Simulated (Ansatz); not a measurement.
Relaxed BaTiO3 (cubic perovskite):

```
BaTiO3
1.0
    3.99404     0.00000     0.00000
    0.00000     3.99404     0.00000
    0.00000     0.00000     3.99404
Ba Ti O
1 1 3
Direct
  0.00000   0.00000   0.00000
  0.50000   0.50000   0.50000
  0.00000   0.50000   0.50000
  0.50000   0.50000   0.00000
  0.50000   0.00000   0.50000
```

Scan: atom 3 (O, nearest neighbour Ti at 1.997 Å; its periodic images, 4.0 Å or more away, move with it) is displaced towards the nearest neighbour, direction (1.000, 0.000, 0.000) in Cartesian axes, by s. The other atoms stay.

Computed with r2SCAN (plane waves to 500 eV, PAW, scalar-relativistic; Ansatz, a program for electronic structure). k mesh 7×7×7 (Γ-centred), Fermi-Dirac smearing 0.05 eV. The energy includes the smearing's −TS. Left out: 4 of 11 points, with atoms too close for the PAW data. BaTiO3 is run without spin polarisation. BaTiO3 was relaxed with its symmetry unable to fall. This is a high-temperature form of BaTiO3. ΔE is measured from the undisplaced structure.

The scan covers s from -0.240 to 0.240 Å in 7 points.

### Question
Is this a single well or a double well?

### Answer
A single well with its minimum at or next to zero displacement.

### Question
Is the energy the same for equal positive and negative displacements?

### Answer
Even: the same for both signs. With its periodic images moving along, the atom's site symmetry in this cell is 4/mmm.

### Question
What force acts on the atom along the line at s = -0.240 Å?

### Answer
2.40 eV/Å.

### Question
What is the energy change at s = 0.240 Å?

### Answer
216.1 meV/cell.

### Question
What is the force constant k = d²E/ds² of this move at s = 0?

### Answer
4.98 eV/Å².

(For displaced atoms, the force is minus the slope of the energy, and its curvature is a force constant, which sets phonon frequencies.)
